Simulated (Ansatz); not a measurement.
The calculation used DFT PBE, scalar-relativistic, plane waves, PAW (Ansatz 0.2.0). Settings: cutoff 420 eV, Γ-centred meshes spaced at most about 0.3 Å⁻¹, and about 0.25 Å⁻¹ or finer for metals (2π included), Gaussian smearing. No spin polarisation in the final relaxations.

All energies are static (0 K, no zero-point motion). All come from trial cells, and lower structures may exist.

**Question.** Order these relaxed structures of Zr3Si2F by energy, lowest first, with the energy over the lowest of them.
1.

Space group P6/mmm (No. 191). a = 6.649 Å, b = 6.649 Å, c = 3.714 Å, α = 90.00°, β = 90.00°, γ = 120.00°
```json
{"atom": "Zr", "site": "3g", "symmetry": "mmm", "x": "0.0000", "y": "0.5000", "z": "0.5000"}
{"atom": "Si", "site": "2c", "symmetry": "-6m2", "x": "0.6667", "y": "0.3333", "z": "0.0000"}
{"atom": "F", "site": "1a", "symmetry": "6/mmm", "x": "0.0000", "y": "0.0000", "z": "0.0000"}
```

2.

Space group P-4m2 (No. 115). a = 2.859 Å, b = 2.859 Å, c = 13.395 Å, α = 90.00°, β = 90.00°, γ = 90.00°
```json
{"atom": "Zr", "site": "2e", "symmetry": "2mm.", "x": "0.0000", "y": "0.0000", "z": "0.3558"}
{"atom": "Zr", "site": "1b", "symmetry": "-4m2", "x": "0.5000", "y": "0.5000", "z": "0.0000"}
{"atom": "Si", "site": "2g", "symmetry": "2mm.", "x": "0.5000", "y": "0.0000", "z": "0.1813"}
{"atom": "F", "site": "1c", "symmetry": "-4m2", "x": "0.5000", "y": "0.5000", "z": "0.5000"}
```

3.

Space group R-3m:H (No. 166). a = 5.985 Å, b = 5.985 Å, c = 9.903 Å, α = 90.00°, β = 90.00°, γ = 120.00°
```json
{"atom": "Zr", "site": "9e", "symmetry": ".2/m", "x": "0.5000", "y": "0.5000", "z": "0.0000"}
{"atom": "Si", "site": "6c", "symmetry": "3m", "x": "0.3333", "y": "0.6667", "z": "0.7816"}
{"atom": "F", "site": "3b", "symmetry": "-3m", "x": "0.3333", "y": "0.6667", "z": "0.1667"}
```

**Answer.** 3 (0 meV/atom), 2 (418 meV/atom), 1 (523 meV/atom). Forms: 3 R-3m; 2 P-4m2; 1 P6/mmm. Cell 3 holds Si–Si pairs (shortest 2.28 Å) (bonds between like non-metal atoms; other contacts aren't counted).

Cells relaxed within their symmetry can be saddle points. Some types were kept out of the candidates beforehand, so the set may lack a known form.
